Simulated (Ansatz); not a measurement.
A: CdSe (zinc blende), a = b = c = 6.0818 Å, α = β = γ = 90.00°
B: AlNi₃ (Cu3Au type), a = b = c = 3.5191 Å, α = β = γ = 90.00°
C: AlNi (CsCl type), a = b = c = 2.862 Å, α = β = γ = 90.00°
D: ScAl₃ (Cu3Au type), a = b = c = 4.072 Å, α = β = γ = 90.00°

Scan: energy against volume (even scaling of the relaxed cell, symmetry kept). One method and one kind of scan serve all of them; meshes and ranges differ. AlNi is run without spin polarisation. All were relaxed with their symmetry unable to fall. Relaxed AlNi3 ends ferromagnetic. ScAl3 is run without spin polarisation. Other magnetic orders were not checked, so this need not be the ground state. (This holds for the magnetic or f-shell members.)

Put the candidates in order of bulk modulus (fitted), lowest first, for PBEsol (plane waves to 420 eV, PAW, scalar-relativistic; Ansatz, a first-principles code).

A (52.0 GPa), D (91.7 GPa), C (173 GPa), B (203 GPa)

(A scan under strain: stresses follow from slopes of the energy per volume, elastic moduli from its curvatures.)
